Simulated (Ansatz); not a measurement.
Crystals of one structure type (Cu3Au type) and one family of elements, relaxed and computed with plane-wave PAW LDA (Ansatz code).

| crystal | V (Å³/atom) | highest Γ mode, no LO–TO term (cm⁻¹) |
|---|---|---|
| TiRh3 | 13.40 | 232 |
| HfRh3 | 14.43 | 216 |
| ZrRh3 | 14.56 | 222 |
| HfIr3 | 14.82 | ? |
| ZrIr3 | 14.95 | 215 |

Q: Fit a straight line to ln ω against ln V and predict the withheld value.

A: Least squares on the 4 shown rows: ln ω = -0.68 × ln V + (7.209), with a scatter of 1 %. For HfIr3 this gives 216. The run itself gave 182, outside the scatter: the line misses something about this case.

Standing as an ambient phase not checked: TiRh3, Cu3Au type; HfRh3, Cu3Au type; ZrRh3, Cu3Au type; HfIr3, Cu3Au type; ZrIr3, Cu3Au type. All cells were relaxed under the symmetry of their starts (and spin orders); stability against distortions was not tested throughout. Rows with no word on spin ran without spin polarisation. Scalar-relativistic: spin–orbit coupling is off unless named, which matters more the heavier the elements.

Potentials: the later of the program's two PAW sets.
